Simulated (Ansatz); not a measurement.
Relaxed candidate structures of ZnPS3:

A. I4cm (No. 108), tI20; a = b = 7.0495 Å, c = 10.1552 Å, α = β = γ = 90.00°; P 4b (0.000, 0.500, 0.282); S 8c (0.333, 0.167, 0.163); S 4a (0.000, 0.000, 0.124); Zn 4b (0.000, 0.500, 0.003); non-magnetic

B. R-3c, hexagonal axes (No. 167), hR10; a = 5.982 Å, b = 5.982 Å, c = 19.062 Å, α = 90.00°, β = 90.00°, γ = 120.00°; P 6a (0.000, 0.000, 0.250); Zn 6b (0.000, 0.000, 0.000); S 18e (0.335, 0.335, 0.750); ferromagnetic

C. R-3c, hexagonal axes (No. 167), hR10, AFLOW prototype ABC3_hR10_167_a_b_e (as in LiNbO3); a = 6.1142 Å, b = 6.1142 Å, c = 16.3013 Å, α = 90.00°, β = 90.00°, γ = 120.00°; Zn 6a (0.000, 0.000, 0.250); P 6b (0.000, 0.000, 0.000); S 18e (0.373, 0.373, 0.250); non-magnetic

D. C2/m (No. 12), mS20; a = 5.9717 Å, b = 10.3483 Å, c = 7.0152 Å, α = 90.00°, β = 106.40°, γ = 90.00°; Zn 4g (0.000, 0.333, 0.000); P 4i (0.055, 0.000, 0.163); S 8j (0.244, 0.165, 0.237); S 4i (0.250, 0.500, 0.237); non-magnetic

E. P6/mmm (No. 191), hP10; a = b = 7.773 Å, c = 4.464 Å, α = β = 90.00°, γ = 120.00°; P 1a (0.000, 0.000, 0.000); P 1b (0.000, 0.000, 0.500); S 3g (0.500, 0.500, 0.500); S 3f (0.000, 0.500, 0.000); Zn 2d (0.333, 0.667, 0.500); non-magnetic

Q: Order them by energy per atom (lowest first) at the level r2SCAN (plane waves to 500 eV, PAW, scalar-relativistic; Ansatz, a program for electronic structure).

A: D (reference, the lowest of the structures calculated here), B (+0.32 eV/atom), C (+0.46 eV/atom), A (+0.81 eV/atom), E (+1.05 eV/atom)

Q: Which candidates are metallic at this level, and what gaps do the others have?

A: No gap: A, B, C, E. D: 2.57 eV (no spin-orbit coupling).

Each run could gain symmetry but not lose that of its start, so entries can be saddle points. From databases, or of a type measured for this composition: C2/m, mS20, non-magnetic; the others are generated cells (placed on structure types, drawn at random, substituted or restacked) that were not matched to a known phase here. Each structure is listed in the lowest spin state found for it. Static energies at zero pressure. Spin states reached: non-magnetic, ferromagnetic; non-magnetic ones ran without spin or lost their moments; spin orders were not searched systematically. Gaps of cells over 8 atoms come from the SCF mesh and high-symmetry points alone.
